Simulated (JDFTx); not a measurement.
Mg(0001) slab cut from bulk Mg (space group P6_3/mmc, indices of the conventional cell, lattice of the Materials Project entry mp-153, not re-optimised): 4 atoms in 4 planes, a 1x1 cell of 8.71 Å² (|a| = 3.172, |b| = 3.172 Å), 7.8 Å between the outermost planes, cell height 23.7 Å, 8×8×1 k mesh, Fermi smearing 0.01 Ha, no spin polarisation.

All numbers are PBE, GBRV ultrasoft potentials, plane waves to 20/100 Ha results from a modified build of JDFTx, not measurements. Liquid on both sides: CANDLE, water, 1 M NaF; nuclei fixed. At negative charge CANDLE's numbers also depend on the cell height, by up to tenths of a volt.

Charging data:

| U − U_pzc (V) | σ (μC/cm²) |
|---|---|
| -0.68 | -24.81 |
| -0.48 | -15.57 |
| -0.47 | -15.00 |
| 0.00 | 0.00 |
| 0.17 | 3.62 |
| 0.32 | 7.65 |

Worked example: a check of Lippmann's equation. The grand free energy per area against the neutral slab, Δγ = [F(N) − F(N₀) − μ(N − N₀)]/2A, is taken from the total energies of the same runs.

```
U − U_pzc (V)  Δγ (mJ/m²)
-------------  ----------
-0.68               -71.1
-0.48               -30.4
-0.47               -28.8
0.00                  0.0
0.17                 -2.9
0.32                -11.2
```

Δγ is largest at zero charge and falls away from it, as dγ/dU = −σ demands. At -0.68 V the computed -71.1 mJ/m² stands beside -84.7 mJ/m² from the constant-capacitance formula.
